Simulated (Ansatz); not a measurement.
All numbers below come from Ansatz, DFT PBE, scalar-relativistic, plane waves, PAW. Cutoff 420 eV, Γ-centred meshes of about 0.25 Å⁻¹ or finer for metals and 0.3 Å⁻¹ for insulators (2π included), Gaussian smearing. No spin polarisation.

A search over trial structures of In3GaSb2N2 gave this relaxed cell.

```cif
data_structure
_symmetry_space_group_name_H-M 'P 1'
_symmetry_Int_Tables_number 1
_cell_length_a 3.3228
_cell_length_b 3.3228
_cell_length_c 18.0589
_cell_angle_alpha 90.000
_cell_angle_beta 90.000
_cell_angle_gamma 120.000
_cell_volume 172.68
loop_
_atom_site_label
_atom_site_type_symbol
_atom_site_fract_x
_atom_site_fract_y
_atom_site_fract_z
_atom_site_occupancy
In1 In 0.00000 0.00000 0.47881 1
In2 In 0.00000 0.00000 0.81888 1
In3 In 0.00000 0.00000 0.13342 1
Ga1 Ga 0.66667 0.33333 0.97621 1
Sb1 Sb 0.00000 0.00000 0.30787 1
Sb2 Sb 0.00000 0.00000 0.65807 1
N1 N 0.66667 0.33333 0.86792 1
N2 N 0.00000 0.00000 0.00884 1
```

Question: Is this structure dynamically stable?

Answer: As far as tested, yes. The phonons at Γ show no imaginary mode. (Phonon run: 10×10×2 k mesh, Gaussian smearing of 0.10 eV.) After random moves of the atoms it relaxes back. Other q points weren't tested. The optical modes at Γ run from 12 to 623 cm⁻¹. Around In on its first site lie 2 Sb at 3.09–3.24 Å and 6 In at 3.32 Å; Ga has 4 N at 1.96–2.01 Å; Sb on its first site is surrounded by 2 In at 3.09–3.15 Å and 6 Sb at 3.32 Å; around N on its first site lie 1 Ga at 1.96 Å and 3 In at 2.11 Å; 4 more sites not described.

Spin–orbit coupling, which can matter for Sb, is left out. Phonons of metals hang on the k mesh and the smearing.
